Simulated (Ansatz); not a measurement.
Lu (hcp (Mg type), P6_3/mmc) under volume change, DFT-PBEsol in the program Ansatz with PAW potentials, shape and atoms relaxed at each volume.

| V (Å³/atom) | E − E(relaxed) (meV/atom) | P (GPa) |
|---|---|---|
| 24.986 | … | … |
| 25.809 | … | … |
| 26.633 | 4.0 | 1.61 |
| 27.457 | 0.0 | 0.00 |
| 28.281 | 3.7 | -1.41 |
| 29.104 | 14.2 | -2.64 |
| 29.928 | 30.5 | -3.72 |

Q: What belongs in the gaps?

A: 
- 24.986, E − E(relaxed) (meV/atom): 39.9
- 24.986, P (GPa): 5.53
- 25.809, E − E(relaxed) (meV/atom): 16.9
- 25.809, P (GPa): 3.44

Q: What does a third-order Birch–Murnaghan fit give for V₀, B₀ and B′?

A: V₀ = 27.46 Å³/atom, B₀ = 50.0 GPa, B′ = 3.4.

The PBEsol relaxation kept the symmetry of its start. Spin–orbit coupling is left out wherever it is not named.

Potentials: the later of the program's two PAW sets.
